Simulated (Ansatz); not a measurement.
A relaxed cell of LiBe₄N₃ is given with its symmetry left out. The cell was found from a structure generator's guess, not taken from experiment.

All numbers below come from DFT PBE, scalar-relativistic, plane waves, PAW (Ansatz). Cutoff 420 eV, Γ-centred mesh, Gaussian smearing, no spin polarisation.

```
Li Be N
1.0
     0.00000    3.56884    3.56884
     3.56884    0.00000    3.56884
     3.56884    3.56884    0.00000
Li Be N
1 4 3
Cartesian
  1.7844 1.7844 1.7844
  4.4694 2.6683 2.6683
  2.6683 4.4694 2.6683
  2.6683 2.6683 4.4694
  4.4694 4.4694 4.4694
  3.5688 3.5688 3.5688
  5.3533 5.3533 5.3533
  0.0000 0.0000 0.0000
```

Energies over the elements count from the elements' standard structures at the same level (N₂ as a molecule), with no fitted energy shifts.

(1) What space group does it have?

(2) What is its formation energy per atom?

(3) Is it a metal?

## Answers

(1) F-43m (No. 216). Conventional cell: a = 7.138 Å. Li has 12 Be at 2.96 Å and 8 N at 3.09 Å; around Be lie 2 N at 1.53–1.56 Å, 6 Be at 2.50–2.55 Å, 3 N at 2.96 Å and 3 Li at 2.96 Å; around N on its first site lie 4 Be at 1.56 Å, 4 Li at 3.09 Å and 4 N at 3.09 Å; N on its second site has 4 Be at 1.53 Å and 8 N at 3.09 Å; 1 more site not described.

(2) +0.05 eV/atom. It can't be a ground state, since the elements alone are lower.

(3) It can't be told: by band count a gap of 0.04 eV opens on the 10×10×10 mesh, less than the smearing, so the run treats the cell as a metal.

The last run used a 10×10×10 mesh for its 8-atom cell and Gaussian smearing of 0.10 eV. Symmetry constrained the relaxation, so the result can be a saddle point.
